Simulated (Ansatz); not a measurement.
A distorted cell of Te (trigonal-Te type, space group P3_121):

```yaml
crystal:
  lattice:
    - [4.62355, 0.00000, 0.00000]
    - [-2.31177, 4.00411, 0.00000]
    - [0.00000, 0.00000, 5.90437]
  atoms:
    - { symbol: Te, position: [0.25344, 0.00000, 0.33333] }
    - { symbol: Te, position: [0.06096, 0.19249, 0.58649] }
    - { symbol: Te, position: [0.74656, 0.74656, 0.00000] }
```

These are r2SCAN (plane waves to 500 eV, PAW, scalar-relativistic; Ansatz, a first-principles code) values and carry that method's errors. k mesh 7×7×5 (Γ-centred), Fermi-Dirac smearing 0.05 eV. Energies are smeared free energies. Compression counts positive. As the smearing reaches across the gap at some points, energies and forces of such displacements shift with the k mesh and the smearing. Spin-orbit coupling is left out, though Te is heavy. Te was relaxed with its symmetry unable to fall. The PAW data are Ansatz's earlier set.

Task: Predict the force on every atom, in eV/Å.

Result: 
| atom | Fx | Fy | Fz |
|---|---|---|---|
| Te1 | 9.429 | -5.440 | -10.679 |
| Te2 | -9.738 | 5.872 | 11.586 |
| Te3 | 0.309 | -0.432 | -0.907 |

Task: What is the stress tensor (GPa)?

Result: 
```
   20.0    -10.9    -21.7
  -10.9      7.3     14.1
  -21.7     14.1     25.3
```
The pressure, a third of the trace, is 17.5 GPa.

Task: In it atom 2 sits (0.423, -0.244, -0.473) Å away from its relaxed site. What is its energy relative to the relaxed cell?

Result: 3448 meV/cell.

(For displaced atoms, the force is minus the slope of the energy, and its curvature is a force constant, which sets phonon frequencies.)
